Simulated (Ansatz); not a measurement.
# How the vibrations of WC change with volume

The calculation used DFT LDA, scalar-relativistic, plane waves, PAW (Ansatz 0.2.0). Cutoff 420 eV, 18×18×14 k-points (Γ-centred), Fermi-Dirac smearing of 0.15 eV. No spin polarisation. Phonons by linear response, acoustic sum rule imposed.

Relaxed structure:
```
W C
1.0
     2.88461    0.00000    0.00000
    -1.44231    2.49815    0.00000
     0.00000    0.00000    2.81127
W C
1 1
Cartesian
  0.0000 0.0000 0.0000
  1.4423 0.8327 1.4056
```

In a metal, frequencies depend on the k mesh and the smearing, soft modes most. Spin–orbit coupling is left out, which can shift energies with elements as heavy as these.

Cells at 0.98 and 1.02 times the equilibrium volume were relaxed in shape and atoms; γ = −d ln ν / d ln V, modes matched by rank.

Q: Give the optical frequencies at Γ (cm⁻¹) at the three volumes and the mode Grüneisen parameters.

A:
| 0.98 V | V | 1.02 V | γ | degeneracy |
| --- | --- | --- | --- | --- |
| 627 | 600 | 574 | 2.22 | 1 |
| 651 | 631 | 612 | 1.56 | 2 |

Q: What pressures hold the two strained cells, and what bulk modulus follows?

A: 8.87 GPa at 0.98 V and -7.99 GPa at 1.02 V, so B = −dP/d ln V ≈ 421 GPa.

Cost: 6 runs of about 2.1 core-minutes in all, on AMD EPYC 9R45 (Zen 5) (shared hosts).